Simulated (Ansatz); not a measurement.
**Structures of CsSc: which is lowest?**

Plane-wave DFT in Ansatz with scalar-relativistic PAW potentials, cutoff 420 eV, Γ-centred meshes chosen by cell and gap, Gaussian smearing with energies taken to zero width. Every cell was relaxed (cell and atoms) in a run of its own, within the symmetry of its start. Functional: PBE.

Relaxed structures (starts from databases or built by putting these elements on another compound's sites):
A. R-3m, 2 atoms in the computed cell, a = 3.650 Å, c = 21.059 Å; sites (symmetry × multiplicity) Cs -3m × 3, Sc -3m × 3; start: built
B. Pmma, 4 atoms in the computed cell, a = 5.562 Å, b = 3.628 Å, c = 11.239 Å; sites (symmetry × multiplicity) Cs mm2 × 2, Sc mm2 × 2; start: built

**Question.** Rank them by energy. Could pressure change the order?

**Answer.**
| structure | group | E − E(lowest) (meV/atom) | V (Å³/atom) | gap on mesh (eV) |
| --- | --- | --- | --- | --- |
| B | Pmma | 0.0 | 56.70 | 0.00 |
| A | R-3m | 86 | 40.51 | 0.00 |

B is lowest, 86 meV/atom under A. A is denser by 16.19 Å³/atom, so pressure favours it: ΔE/ΔV, with ΔE in eV and 1 eV/Å³ = 160.2 GPa, gives about 0.9 GPa for equal enthalpy if both cells were rigid, a rough figure since the two compress differently. Other structures may lie lower than all of these, and vibrations aren't counted.

Spin-orbit coupling is left out, which matters for the bands of heavy elements.